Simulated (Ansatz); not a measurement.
## Relaxing a structure of Ti

The start is a relaxed Ti cell, doubled along one cell vector, shaken by Gaussian noise of σ = 0.08 Å a coordinate. A full variable-cell relaxation at zero pressure is run with r2SCAN (plane waves to 500 eV, PAW, scalar-relativistic; Ansatz, an electronic-structure program). First-step values are on the input's coarse k-mesh.

Ansatz input (later rounds restart from its end on a renewed k-mesh):
Ansatz 0.2 input:
```yaml
crystal:
  lattice:
    - [2.9312659816, 0, 0]
    - [-2.9312659816, 5.0771016107, 0]
    - [0, 0, 9.3626201325]
  atoms:
    - { symbol: Ti, position: [0.0269814275, 0.013408356, 0.0241804215] }
    - { symbol: Ti, position: [-0.0501740034, 0.4780534766, -0.0057907679] }
    - { symbol: Ti, position: [0.0234952658, 0.0114567502, 0.498476048] }
    - { symbol: Ti, position: [-0.0202459205, 0.4861687797, 0.5129275712] }
    - { symbol: Ti, position: [0.289483734, 0.322300465, 0.2587061312] }
    - { symbol: Ti, position: [0.251854915, 0.788100718, 0.2415625635] }
    - { symbol: Ti, position: [0.7142911365, 0.1633282197, 0.750722334] }
    - { symbol: Ti, position: [0.6614433059, 0.6721998421, 0.7674845438] }
basis: { ecutwfc: 500, ecutrho_ratio: 4, xc_grid: 4, fft_grid_basis: typed }
kpoints: { mp_grid: { grid: [13, 7, 4] } }
hamiltonian:
  xc: r2scan
  dispersion: none
  pseudopotentials: { azcp: { folder: ./paw }, kind: paw }
scf: { occupations: { method: fermi_dirac, width: 0.05 } }
relax: { f_tol: 0.01, max_steps: 100, cell: { stress_tol: 0.02 } }
output: { forces: true, stress: true }
```

### Question
Which atoms feel the largest initial force, and how large is it?

### Answer
1.51 eV/Å, on Ti1 (atoms numbered as listed).

### Question
Is the relaxed structure metallic? Give its gap.

### Answer
No gap (metallic).

Final values are on a 18×18×5 k-mesh of the relaxed cell. No spin polarisation in the result.

The relaxed structure here is a generated cell of Ti: the first start was made by placing the elements on the sites of a structure type, and the end was not matched to a known phase here, so it may be hypothetical. A known form of Ti has the same space group but another cell.
